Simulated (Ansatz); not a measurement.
Ir:
```xyz
1
Lattice="0.0000 1.9221 1.9221 1.9221 0.0000 1.9221 1.9221 1.9221 0.0000" Properties=species:S:1:pos:R:3 pbc="T T T"
Ir     0.0000     0.0000     0.0000
```

Relaxed with r²SCAN. Special points in fractions of this cell's reciprocal vectors: Γ (0.000, 0.000, 0.000); X (0.500, 0.000, 0.500); U (0.625, 0.250, 0.625); K (0.375, 0.375, 0.750); L (0.500, 0.500, 0.500); W (0.500, 0.250, 0.750).

Q: List the band energies nearest the Fermi level at these points for r²SCAN with spin–orbit coupling (plane waves, PAW; program Ansatz).

A: In eV from the Fermi level; about four levels below and three above (degenerate sets whole), none deeper than 8.9 eV; … stands for higher levels left out; points with the same levels are listed once.

| k | below | above |
|---|---|---|
| Γ | -1.20 -1.20 -1.20 -1.20 | … |
| X | -8.25 -8.25 -7.69 -7.69 | 0.64 0.64 1.18 1.18 |
| U | -3.16 -3.16 -1.02 -1.02 | 0.71 0.71 6.50 6.50 |
| L | -3.79 -3.79 -0.91 -0.91 | 0.62 0.62 1.21 1.21 |
| W | -5.15 -5.15 -1.88 -1.88 | 1.56 1.56 … |

Space group Fm-3m (fcc (Cu type)). The r²SCAN relaxation kept the symmetry of its start. No spin polarisation was allowed.

Potentials: the later of the program's two PAW sets.
